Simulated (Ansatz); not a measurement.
# Formation energy of ZrPb2 in the AlB2-type structure

The computed numbers are results of PBEsol, scalar-relativistic (no spin polarisation) in the plane-wave PAW code Ansatz at 420 eV, 8×8×8 k-mesh, Gaussian smearing of 0.05 eV. The datasets are Ansatz's generated set soft_2.

The structure was built from a prototype; whether the compound forms in it isn't claimed.

The structure is hexagonal, space group P6/mmm (No. 191). The conventional cell has a = 5.342 Å, b = 5.342 Å, c = 3.103 Å, α = 90.00°, β = 90.00°, γ = 120.00°. Zr (site symmetry 6/mmm) is surrounded by 2 Zr at 3.10 Å and 12 Pb at 3.45 Å. Pb (site symmetry -6m2) has 5 Pb at 3.08 to 3.10 Å and 6 Zr at 3.45 Å as nearest neighbours. (Shells end 15 % past the nearest neighbour.)

The elements were computed in their standard states with the same datasets, cutoff and functional. Absolute energies hang on the potentials; compare differences alone.

Energy of the relaxed cell (3 atoms, smearing extrapolated to zero): -27638.126 eV. Elements, in eV/atom: Zr -4128.636, Pb -11754.948.

Problem. What is the formation energy?

Solution. [-27638.126 − (1 × -4128.636 + 2 × -11754.948)] / 3 = 0.14 eV/atom, or 13 kJ per mole of atoms.

The value is for 0 K, without zero-point energy. A positive value means that this structure is unstable even against the elements at this level.

Scalar-relativistic only: spin–orbit splittings of the heavy atoms' levels are missing.
